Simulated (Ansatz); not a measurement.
TiIn2:
```
TiIn2
1.0
    0.00000     4.58799     4.92630
    2.80363     0.00000     4.92630
    2.80363     4.58799     0.00000
In Ti
4 2
Direct
  0.07341   0.42659   0.07341
  0.42659   0.07341   0.42659
  0.17659   0.82341   0.17659
  0.82341   0.17659   0.82341
  0.75000   0.75000   0.75000
  0.50000   0.50000   0.50000
```

Relaxed with r²SCAN.

Q: Map the electron localisation function on the plane through (0.073, 0.427, 0.073) spanned by u = [1, -1, 1] and v = [-1, 1, 1] in lattice vectors, from r²SCAN (plane waves, PAW; program Ansatz).

A: x is the fraction of u, y of v (the angle between them is 90°; rows are the nearest grid lines); atoms in the plane: In at (0.00, 0.00), In at (0.50, 0.50), In at (0.35, 0.00), In at (0.85, 0.50), Ti at (0.18, 0.50), Ti at (0.68, 0.00).
```
y \ x   0.000  0.100  0.175  0.275  0.375  0.450  0.550  0.625  0.725  0.825  0.900   1.00
------  -----  -----  -----  -----  -----  -----  -----  -----  -----  -----  -----  -----
1.00    0.012  0.254  0.236  0.206  0.003  0.259  0.125  0.753  0.750  0.278  0.259  0.012
0.929   0.021  0.240  0.263  0.247  0.035  0.252  0.122  0.683  0.697  0.287  0.250  0.021
0.857   0.240  0.250  0.318  0.234  0.246  0.246  0.192  0.180  0.200  0.320  0.254  0.240
0.786   0.238  0.379  0.262  0.354  0.235  0.311  0.356  0.098  0.092  0.370  0.315  0.238
0.679   0.371  0.075  0.110  0.137  0.348  0.224  0.234  0.357  0.357  0.235  0.225  0.371
0.607   0.385  0.198  0.697  0.081  0.312  0.225  0.224  0.253  0.259  0.164  0.216  0.385
0.536   0.379  0.595  0.622  0.252  0.278  0.060  0.061  0.215  0.215  0.009  0.047  0.379
0.464   0.380  0.593  0.622  0.251  0.278  0.060  0.061  0.215  0.215  0.009  0.047  0.380
0.393   0.385  0.200  0.697  0.081  0.312  0.225  0.224  0.253  0.259  0.164  0.216  0.385
0.321   0.371  0.075  0.110  0.137  0.348  0.224  0.234  0.357  0.357  0.235  0.225  0.371
0.214   0.238  0.379  0.262  0.355  0.236  0.311  0.356  0.098  0.092  0.370  0.315  0.238
0.143   0.240  0.250  0.318  0.234  0.246  0.246  0.192  0.179  0.201  0.320  0.253  0.240
0.0714  0.021  0.240  0.263  0.247  0.035  0.252  0.122  0.683  0.697  0.287  0.250  0.021
0.000   0.012  0.254  0.236  0.206  0.003  0.259  0.125  0.753  0.750  0.278  0.259  0.012
```

The density is the valence pseudo-density with augmentation charge, so density and ELF within about 1 Å of a nucleus are not all-electron values.

Space group Fddd. The start of the workflow was typed in or built on a structure type; neither database checked (COD, Materials Project) lists it. Whether it is the stable phase at ambient conditions was not checked. The cell was relaxed with r²SCAN under the symmetry of its start; its stability against distortions is not shown here. The run is not spin-polarised.

Potentials: the earlier of the program's two PAW sets. The files were generated under PBE; for other functionals the program regenerates the frozen cores, and for LDA and PBEsol the local potential too.
